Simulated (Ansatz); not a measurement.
Given:

In3Rh:
```
CELL_PARAMETERS angstrom
      6.98097     0.00000     0.00000
      0.00000     6.98097     0.00000
      0.00000     0.00000     7.13124
ATOMIC_POSITIONS crystal
  In 0.00000 0.50000 0.00000
  In 0.00000 0.50000 0.50000
  In 0.50000 0.00000 0.50000
  In 0.50000 0.00000 0.00000
  In 0.15230 0.15230 0.25608
  In 0.84770 0.84770 0.74392
  In 0.34770 0.65230 0.75608
  In 0.65230 0.34770 0.24392
  In 0.84770 0.84770 0.25608
  In 0.15230 0.15230 0.74392
  In 0.65230 0.34770 0.75608
  In 0.34770 0.65230 0.24392
  Rh 0.34652 0.34652 0.00000
  Rh 0.65348 0.65348 0.00000
  Rh 0.15348 0.84652 0.50000
  Rh 0.84652 0.15348 0.50000
```

This is the PBEsol-relaxed structure.

Problem. All from plane-wave PAW PBEsol (Ansatz code), unless another level is named. Estimate the formation energy from the elements (no fitted shifts).

Solution. -0.32 eV/atom.

Problem. Give the density of states at the Fermi level.

Solution. 0.20 states/eV per atom (mean over ±0.08 eV).

Space group P4_2/mnm. The workflow started from a Materials Project entry (that database holds measured and hypothetical structures alike); the Crystallography Open Database copy checked does not list it. Whether it is the stable phase at ambient conditions was not checked. The cell was relaxed with PBEsol under the symmetry of its start; its stability against distortions is not shown here. No spin polarisation was allowed. The references are the lowest solids computed at this level, not always the standard phases. Scalar-relativistic: spin–orbit coupling is off unless named, which matters more the heavier the elements.

Potentials: the later of the program's two PAW sets.
